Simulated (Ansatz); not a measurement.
ZrAl$_{3}$:
```
ZrAl3
1.0
    4.03814     0.00000     0.00000
    0.00000     4.03814     0.00000
    0.00000     0.00000     4.03814
Zr Al
1 3
Direct
  0.00000   0.00000   0.00000
  0.00000   0.50000   0.50000
  0.50000   0.00000   0.50000
  0.50000   0.50000   0.00000
```

Relaxed with LDA. Special points in fractions of this cell's reciprocal vectors: Γ (0.000, 0.000, 0.000); X (0.000, 0.500, 0.000); M (0.500, 0.500, 0.000); R (0.500, 0.500, 0.500).

**Question.** List the band energies nearest the Fermi level at these points for DFT-LDA in the program Ansatz with PAW potentials.

**Answer.** In eV from the Fermi level; about four levels below and three above (degenerate sets whole), none deeper than 8.9 eV; points with the same levels are listed once.

```json
[
 {"k": "Γ", "below": "-3.79 -3.79 -2.00 -2.00 -2.00", "above": "0.25 0.25 0.25"},
 {"k": "X", "below": "-7.89 -2.81 -2.72 -2.72", "above": "0.43 0.65 0.91 0.91"},
 {"k": "M", "below": "-5.79 -5.79 -5.03 -1.70 -1.70", "above": "0.74 0.80 1.44"},
 {"k": "R", "below": "-4.89 -2.96 -2.96 -2.96", "above": "0.85 2.02 2.02"}
]
```

Space group Pm-3m (Cu3Au type). The workflow started from a Materials Project entry (that database holds measured and hypothetical structures alike); the Crystallography Open Database copy checked does not list it. COD files the formula under space group No. 139, so this cell is another polymorph or a model. With Zr and Al taken as one species the cell has the higher symmetry Fm-3m, so it may be an ordered model of a mixed-site phase. Whether it is the stable phase at ambient conditions was not checked. Symmetry was held in the LDA relaxation; of distortions, only those at the zone centre were tested. The run is not spin-polarised. Scalar-relativistic: spin–orbit coupling is off unless named, which matters more the heavier the elements.

Potentials: the later of the program's two PAW sets.
